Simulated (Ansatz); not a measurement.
Method: Ansatz, DFT PBE, scalar-relativistic, plane waves, PAW. Cutoff 420 eV, Γ-centred meshes of about 0.25 Å⁻¹ or finer for metals and 0.3 Å⁻¹ for insulators (2π included), Gaussian smearing. No spin polarisation.

These are static total energies at zero pressure.

Compare these two cells of MgGe₂N₃, each relaxed at this level.

A.

```xyz
6
Lattice="3.3577 0.0000 0.0000 -1.6789 2.9079 0.0000 0.0000 0.0000 7.8767" Properties=species:S:1:pos:R:3 pbc="T T T"
Mg    0.0000    0.0000    7.7906
Ge    1.6789    0.9693    5.3191
Ge    0.0000    1.9386    2.6143
N     0.0000    1.9386    4.5978
N     0.0000    0.0000    2.1122
N     1.6789    0.9693    7.1035
```

B.

```xyz
12
Lattice="4.8406 -2.8287 0.0000 4.8406 2.8287 0.0000 0.0000 0.0000 5.5739" Properties=species:S:1:pos:R:3 pbc="T T T"
Mg    4.8406   -0.9417    5.5462
Mg    4.8406    0.9417    2.7592
Ge    6.4472   -1.8877    2.7899
Ge    3.2340    1.8877    0.0029
Ge    3.2340   -1.8877    2.7899
Ge    6.4472    1.8877    0.0029
N     4.8406   -1.0578    3.4170
N     1.7222    0.8733    0.7410
N     7.9590   -0.8733    3.5280
N     4.8406    1.0578    0.6300
N     7.9590    0.8733    0.7410
N     1.7222   -0.8733    3.5280
```

Task: Which would you expect to be lower, and how large is the difference?

Result: B is lower, by 77 meV/atom. A has Mg and Ge ordered on zinc blende sites, space group P3m1 (No. 156), 12.8 Å³/atom and no gap on its mesh; B has Mg and Ge ordered on wurtzite sites, space group Cmc2_1 (No. 36), 12.7 Å³/atom and no gap. Counting N atoms around Ge and Mg (those within 1.25 times the shortest such distance or 1.15 times the sum of covalent radii, 1.27 where that leaves under three; a plus sign parts nearer from farther groups; a slash parts the counts of unlike sites), A has Mg 4, Ge 1+3/4 and B has Mg 4, Ge 4. Both come from trial cells of a structure search, whose lowest cell (P1, 12.8 Å³/atom) lies 78 meV/atom below the lower of the two.

In P3m1 an odd number of electrons in the primitive cell allows no gap without spin; a larger cell or a magnetic state could open one. With atoms moved at random, B (by 78 meV/atom) fell into a lower structure. A had no clear such test and can be a saddle point. Some types were kept out of the candidates beforehand, so the set may lack a known form.
